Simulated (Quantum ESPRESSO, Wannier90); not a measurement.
## CsH (CsCl type), plane waves to Wannier functions

Cell from Materials Project (mp-632319), symmetrised, no further relaxation. Not found in the COD (Crystallography Open Database) copy used, which has the formula in other groups; not checked further. Level: PBEsol, spinors with spin-orbit coupling; pw.x of Quantum ESPRESSO at 58 Ry with PseudoDojo potentials, 8×8×8 k-points, Wannier90. Density: 8×8×8 mesh, cold smearing 0.01 Ry.

On the energy scale of pw.x, whose zero is arbitrary, the valence-band maximum lies at 4.37 eV.

Input w.win:

```
num_bands = 2
num_wann = 2
exclude_bands = 1-2,5-22
spinors = true
num_iter = 1000
conv_tol = 1.0e-6
conv_window = 4
write_hr = true
write_u_matrices = true
auto_projections = true
begin unit_cell_cart
ang
    3.8184100000    0.0000000000    0.0000000000
    0.0000000000    3.8184100000    0.0000000000
    0.0000000000    0.0000000000    3.8184100000
end unit_cell_cart
begin atoms_frac
Cs   0.0000000000  0.0000000000  0.0000000000
H    0.5000000000  0.5000000000  0.5000000000
end atoms_frac
mp_grid = 8 8 8
begin kpoints
0.0000000000 0.0000000000 0.0000000000
0.0000000000 0.0000000000 0.1250000000
0.0000000000 0.0000000000 0.2500000000
... (509 more lines: the 8x8x8 mesh through Gamma)
end kpoints
```

Input of pw2wannier90.x that gives the overlap and projection files (equivalent; here they were cut from one run over all bands):

```
&inputpp
  outdir = './out'
  prefix = 'pwscf'
  seedname = 'w'
  write_amn = .true.
  write_mmn = .true.
  scdm_proj = .true.
  scdm_entanglement = 'isolated'
/
```

Output w.wout (banner and timings cut):

```
                                    ------
                                    SYSTEM
                                    ------

                              Lattice Vectors (Ang)
                    a_1     3.818410   0.000000   0.000000
                    a_2     0.000000   3.818410   0.000000
                    a_3     0.000000   0.000000   3.818410

                   Unit Cell Volume:      55.67339  (Ang^3)

                        Reciprocal-Space Vectors (Ang^-1)
                    b_1     1.645498   0.000000   0.000000
                    b_2     0.000000   1.645498   0.000000
                    b_3     0.000000   0.000000   1.645498

 *----------------------------------------------------------------------------*
 |   Site       Fractional Coordinate          Cartesian Coordinate (Ang)     |
 +----------------------------------------------------------------------------+
 | cs   1   0.00000   0.00000   0.00000   |    0.00000   0.00000   0.00000    |
 | h    1   0.50000   0.50000   0.50000   |    1.90921   1.90921   1.90921    |
 *----------------------------------------------------------------------------*
                                ------------
                                K-POINT GRID
                                ------------

             Grid size =  8 x  8 x  8      Total points =  512

 *---------------------------------- MAIN ------------------------------------*
 |  Number of Wannier Functions               :                 2             |
 |  Number of Objective Wannier Functions     :                 2             |
 |  Number of input Bloch states              :                 2             |
 |  Output verbosity (1=low, 5=high)          :                 1             |
 |  Timing Level (1=low, 5=high)              :                 1             |
 |  Optimisation (0=memory, 3=speed)          :                 3             |
 |  Length Unit                               :               Ang             |
 |  Post-processing setup (write *.nnkp)      :                 F             |
 |  Using Gamma-only branch of algorithms     :                 F             |
 *----------------------------------------------------------------------------*
 *------------------------------- WANNIERISE ---------------------------------*
 |  Total number of iterations                :              1000             |
 |  Number of CG steps before reset           :                 5             |
 |  Trial step length for line search         :             2.000             |
 |  Convergence tolerence                     :         0.100E-05             |
 |  Convergence window                        :                 4             |
 |  Iterations between writing output         :                 1             |
 |  Iterations between backing up to disk     :               100             |
 |  Write r^2_nm to file                      :                 F             |
 |  Write xyz WF centres to file              :                 F             |
 |  Write on-site energies <0n|H|0n> to file  :                 F             |
 |  Use guiding centre to control phases      :                 F             |
 |  Use phases for initial projections        :                 F             |
 *----------------------------------------------------------------------------*
 *-------------------------------- PLOTTING ----------------------------------*
 |  Plotting Hamiltonian in WF basis          :                 T             |
 *----------------------------------------------------------------------------*

 *---------------------------------- K-MESH ----------------------------------*
 +----------------------------------------------------------------------------+
 |                    Distance to Nearest-Neighbour Shells                    |
 |                    ------------------------------------                    |
 |          Shell             Distance (Ang^-1)          Multiplicity         |
 |          -----             -----------------          ------------         |
 |             1                   0.205687                      6            |
 |             2                   0.290886                     12            |
 |             3                   0.356261                      8            |
 |             4                   0.411374                      6            |
 |             5                   0.459931                     24            |
 |             6                   0.503829                     24            |
 |             7                   0.581771                     12            |
 |             8                   0.617062                     30            |
       ... (lines left out)
 +----------------------------------------------------------------------------+
 | The b-vectors are chosen automatically                                     |
 | The following shells are used:                       1                     |
 +----------------------------------------------------------------------------+
 |                        Shell   # Nearest-Neighbours                        |
 |                        -----   --------------------                        |
 |                          1               6                                 |
 +----------------------------------------------------------------------------+
 | Completeness relation is fully satisfied [Eq. (B1), PRB 56, 12847 (1997)]  |
 +----------------------------------------------------------------------------+
 |                  b_k Vectors (Ang^-1) and Weights (Ang^2)                  |
 |                  ----------------------------------------                  |
 |            No.         b_k(x)      b_k(y)      b_k(z)        w_b           |
 |            ---        --------------------------------     --------        |
 |             1         0.000000    0.000000    0.205687    11.818309        |
 |             2         0.000000    0.205687    0.000000    11.818309        |
 |             3         0.205687    0.000000    0.000000    11.818309        |
 |             4         0.000000    0.000000   -0.205687    11.818309        |
 |             5         0.000000   -0.205687    0.000000    11.818309        |
 |             6        -0.205687    0.000000    0.000000    11.818309        |
 +----------------------------------------------------------------------------+
 |                           b_k Directions (Ang^-1)                          |
 |                           -----------------------                          |
 |            No.           x           y           z                         |
 |            ---        --------------------------------                     |
 |             1         0.000000    0.000000    0.205687                     |
 |             2         0.000000    0.205687    0.000000                     |
 |             3         0.205687    0.000000    0.000000                     |
 +----------------------------------------------------------------------------+

 Starting a new Wannier90 calculation ...

 Reading overlaps from w.mmn

 Reading projections from w.amn

 *------------------------------- WANNIERISE ---------------------------------*
 +--------------------------------------------------------------------+<-- CONV
 | Iter  Delta Spread     RMS Gradient      Spread (Ang^2)            |<-- CONV
 +--------------------------------------------------------------------+<-- CONV

 ------------------------------------------------------------------------------
 Initial State
  WF centre and spread    1  ( -0.000922,  0.000922, -0.000453 )     2.57476487
  WF centre and spread    2  (  0.000922, -0.000922,  0.000453 )     2.42119309
  Sum of centres and spreads ( -0.000000, -0.000000,  0.000000 )     4.99595796

      0     0.500E+01     0.0000000000        4.9959579610  <-- CONV
        O_D=      0.2693130 O_OD=      0.2040979 O_TOT=      4.9959580 <-- SPRD
 ------------------------------------------------------------------------------
      1    -0.392E+00     0.2343134898        4.6044239767  <-- CONV
        O_D=      0.0471615 O_OD=      0.0347153 O_TOT=      4.6044240 <-- SPRD
      2    -0.650E-01     0.1722084778        4.5394539127  <-- CONV
        O_D=      0.0093437 O_OD=      0.0075631 O_TOT=      4.5394539 <-- SPRD
      3    -0.947E-02     0.0829298896        4.5299848770  <-- CONV
        O_D=      0.0036425 O_OD=      0.0037952 O_TOT=      4.5299849 <-- SPRD
      4    -0.285E-02     0.0418754634        4.5271353882  <-- CONV
        O_D=      0.0019561 O_OD=      0.0026321 O_TOT=      4.5271354 <-- SPRD
      5    -0.108E-02     0.0292069195        4.5260592021  <-- CONV
        O_D=      0.0013018 O_OD=      0.0022102 O_TOT=      4.5260592 <-- SPRD
       ... (lines left out)
     14    -0.303E-06     0.0004779374        4.5256602627  <-- CONV
        O_D=      0.0010644 O_OD=      0.0020487 O_TOT=      4.5256603 <-- SPRD
     15    -0.167E-06     0.0003266401        4.5256600957  <-- CONV
        O_D=      0.0010645 O_OD=      0.0020485 O_TOT=      4.5256601 <-- SPRD
     16    -0.100E-06     0.0002642928        4.5256599955  <-- CONV
        O_D=      0.0010645 O_OD=      0.0020484 O_TOT=      4.5256600 <-- SPRD
             <<<     Delta < 1.000E-06  over  4 iterations     >>>
             <<< Wannierisation convergence criteria satisfied >>>
 Final State
  WF centre and spread    1  ( -0.000000,  0.000000, -0.000000 )     2.26283001
  WF centre and spread    2  (  0.000000, -0.000000,  0.000000 )     2.26282999
  Sum of centres and spreads ( -0.000000, -0.000000,  0.000000 )     4.52566000

         Spreads (Ang^2)       Omega I      =     4.522547123
        ================       Omega D      =     0.001064482
                               Omega OD     =     0.002048390
    Final Spread (Ang^2)       Omega Total  =     4.525659996
```
